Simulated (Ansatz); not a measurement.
HfSi₂ in space group Cmcm (No. 63; Si on 4c, Si on 4c, Hf on 4c) at seven volumes, plane-wave PAW LDA (Ansatz code), shape and atoms relaxed at each. One row is withheld.

```
V (Å³/atom)  P (GPa)
-----------  -------
14.123         16.14
14.588             ?
15.054          4.61
15.519          0.00
15.985         -3.97
16.450         -7.42
16.916        -10.37
```

Task: Fit the shown pressures and predict the withheld one.

Result: P = (3/2)B₀(x^(7/2) − x^(5/2))[1 + (3/4)(B′ − 4)(x − 1)] with x = (V₀/V)^(2/3). Least squares on the six rows gives V₀ = 15.519 Å³/atom, B₀ = 142 GPa, B′ = 3.90. At V = 14.588, x = 1.0421 and P = 9.91 GPa. The run itself gave 9.92 GPa.

The LDA relaxation kept the symmetry of its start; of distortions, only those at the zone centre were tested. No spin polarisation was allowed. Scalar-relativistic: spin–orbit coupling is off unless named, which matters more the heavier the elements.

Potentials: the later of the program's two PAW sets.
